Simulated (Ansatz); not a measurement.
A geometry of Zr away from equilibrium: step 4 of the relaxation of a relaxed Zr cell, doubled along one cell vector, shaken by Gaussian noise of σ = 0.08 Å a coordinate. The numbers are results of PBE (plane waves to 420 eV, PAW, scalar-relativistic; Ansatz, a first-principles code), not measurements. Γ-centred k-mesh 11×7×3 on the run's cell (coarser than for final values), Fermi–Dirac smearing 0.05 eV. The plane waves were selected for a different cell earlier on the path.

```
CELL_PARAMETERS angstrom
      3.02874     0.00097    -0.01539
      0.00161     4.97345    -0.00067
     -0.05665    -0.00148    10.76812
ATOMIC_POSITIONS crystal
  Zr 0.59485 0.50689 0.00756
  Zr 0.66170 0.49043 0.49290
  Zr 0.87708 0.98449 0.25127
  Zr 0.04032 0.99641 0.74924
  Zr 0.27115 0.48514 0.25102
  Zr 0.54033 0.49665 0.74960
```

Problem. What forces act on the atoms (eV/Å)?

Solution. 
```
atom     Fx     Fy     Fz
----  -----  -----  -----
Zr1    0.27  -0.02   0.36
Zr2    0.30  -0.01  -0.29
Zr3   -0.22   0.04  -0.01
Zr4    0.27   0.00   0.02
Zr5   -0.17  -0.01  -0.03
Zr6   -0.45   0.00  -0.05
```

The path ends in Cmcm (No. 63). No spin polarisation in the result.

The end of the path is a generated cell of Zr: the first start was made by a random draw of sites in a space group, and the end was not matched to a known phase here, so it may be hypothetical. Known forms of Zr include space group No. 194.
